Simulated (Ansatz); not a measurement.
Wurtzite BN, relaxed with r2SCAN, was run in Ansatz 0.2.0 under altered settings. All numbers are computed, without spin polarisation but where a row says otherwise.

```
B N
1.0
     2.54395    0.00000    0.00000
    -1.27198    2.20313    0.00000
     0.00000    0.00000    4.20782
B N
2 2
Direct
  0.33333 0.66667 0.00020
  0.66667 0.33333 0.50020
  0.33333 0.66667 0.37480
  0.66667 0.33333 0.87480
```

The base run's other keys:
```yaml
kpoints:
  mp_grid: { grid: [6, 6, 4] }
hamiltonian:
  xc: hse06
scf:
  occupations: { method: fixed }
  n_extra_bands: 5
```

It takes 12 iterations with 465 plane waves at 420 eV and 21 k points, and leaves a mean stress of -4.43 GPa. The gap over this mesh is 6.530 eV. It ran on 4 threads of Arm Neoverse N1, on a shared host.

Outcomes, with energy and stress as changes against the base:
```csv
setting,outcome,ΔF (meV/atom),Δ mean stress (GPa),gap on the mesh (eV),iterations,wall time
"PBE hybrid, exx coeff 0.1, omega 0.3 1/Å",converged,–,+5.5,5.636,11,7.8 s
"PBE hybrid, exx coeff 0.5, omega 0.3 1/Å",converged,–,-8.0,7.417,17,9.7 s
scf.occupations: methfessel_paxton 0.2,converged,0.0,0.0,6.530,12,8 s
```
A dash marks a value that wasn't obtained or can't be compared. Stress is positive in compression. The base took 8 s.

- PBE hybrid, exx coeff 0.1, omega 0.3 1/Å. That is 10 % exact exchange, screened with ω = 0.3 1/Å, against HSE06's 25 % screened at 0.208 1/Å. The mean stress moves by +5.5 GPa and the gap on the mesh by -0.895 eV (to 5.636). Totals of different functionals aren't comparable.
- PBE hybrid, exx coeff 0.5, omega 0.3 1/Å. That is 50 % exact exchange, screened with ω = 0.3 1/Å, against HSE06's 25 % screened at 0.208 1/Å. The mean stress moves by -8.0 GPa and the gap on the mesh by +0.887 eV (to 7.417). Totals of different functionals aren't comparable.

Within 1 meV an atom, 0.1 GPa and 0.005 eV of the base stay: scf.occupations: methfessel_paxton 0.2.

The stress of a hybrid is loosely converged in these runs.

The meshes of the hybrids are coarse, so their gaps aren't converged to the digits shown.
